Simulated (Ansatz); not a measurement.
LiCl (rock salt, space group No. 225), a = 5.064 Å, b = 5.064 Å, c = 5.064 Å, α = 90.00°, β = 90.00°, γ = 90.00°; the cell used has 2 atoms.

Relaxed with PBEsol.

Problem. Give the optical modes at the zone centre with their infrared activity from DFPT, PBEsol in the plane-wave PAW code Ansatz.

Solution. Transverse frequencies, without the LO–TO term; a row sums one degenerate level.

```json
[
 {"ω (cm⁻¹)": "206", "degeneracy": "3", "IR ((D/Å)²/amu)": "16.43", "activity": "IR", "symmetry": "T1u"}
]
```

Problem. How high does the top mode go among those that the LO–TO term moves?

Solution. 399 cm⁻¹ for q along x.

Space group Fm-3m (rock salt). The cell was relaxed with PBEsol under the symmetry of its start; phonons on a q-mesh show no instability.

Potentials: the later of the program's two PAW sets.
